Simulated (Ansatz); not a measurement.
InP:
```xyz
4
Lattice="4.1692 0.0000 0.0000 -2.0846 3.6106 0.0000 0.0000 0.0000 6.8449" Properties=species:S:1:pos:R:3 pbc="T T T"
In     2.0846     1.2035     3.4241
In     0.0000     2.4071     0.0017
P      2.0846     1.2035     5.9876
P      0.0000     2.4071     2.5652
```

Relaxed with r²SCAN. Special points in fractions of this cell's reciprocal vectors: Γ (0.000, 0.000, 0.000); M (0.500, 0.000, 0.000); K (0.333, 0.333, 0.000); A (0.000, 0.000, 0.500); L (0.500, 0.000, 0.500); H (0.333, 0.333, 0.500).

### Question
List the band energies nearest the valence-band maximum at these points for plane-wave PAW r²SCAN (Ansatz code).

### Answer
In eV from the valence-band maximum; about four levels below and three above (degenerate sets whole), none deeper than 8.9 eV; points with the same levels are listed once.

```tsv
k	below	above
Γ	-1.04 -1.04 -0.11 0.00 0.00	1.10 1.55 4.28 4.28
M	-3.52 -2.36 -1.96 -1.01	2.12 2.87 3.92
K	-3.93 -2.57 -2.57 -2.34	2.83 4.63 4.63
A	-0.57 -0.57 -0.57 -0.57	2.14 2.14 4.89 4.89 4.89 4.89
L	-1.83 -1.83 -1.78 -1.78	2.05 2.05 3.62 3.62
H	-3.27 -3.27 -1.48 -1.48	2.86 2.86 4.95 4.95
```

Space group P6_3mc (wurtzite). The first step of the workflow began from a Materials Project structure, measured or hypothetical; the Crystallography Open Database copy checked does not list it. It is not the phase usual at ambient conditions (space group No. 216). The cell was relaxed with r²SCAN under the symmetry of its start; its stability against distortions is not shown here. Spin–orbit coupling is left out wherever it is not named.

Potentials: the later of the program's two PAW sets.
